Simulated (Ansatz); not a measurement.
Li (hcp (Mg type), P6_3/mmc) under volume change, DFT-PBEsol in the program Ansatz with PAW potentials, shape and atoms relaxed at each volume.

```
V (Å³/atom)  E − E(relaxed) (meV/atom)  P (GPa)
-----------  -------------------------  -------
18.379                             8.1     1.51
18.985                             3.4     0.94
19.591                             0.8     0.44
20.196                             0.0     0.01
20.802                             0.7    -0.38
21.408                             2.8    -0.72
22.014                             6.1    -1.01
```

Task: What does a third-order Birch–Murnaghan fit give for V₀, B₀ and B′?

Result: V₀ = 20.21 Å³/atom, B₀ = 13.7 GPa, B′ = 3.3.

The first step of the workflow began from a Materials Project structure, measured or hypothetical; the Crystallography Open Database files this formula in space group No. 194, but the cells were not matched. It is not the phase usual at ambient conditions (space group No. 229). The cell was relaxed with PBEsol under the symmetry of its start; whether a distortion lowers the energy is not shown.

Potentials: the earlier of the program's two PAW sets. The files were generated under PBE; for other functionals the program regenerates the frozen cores, and for LDA and PBEsol the local potential too.
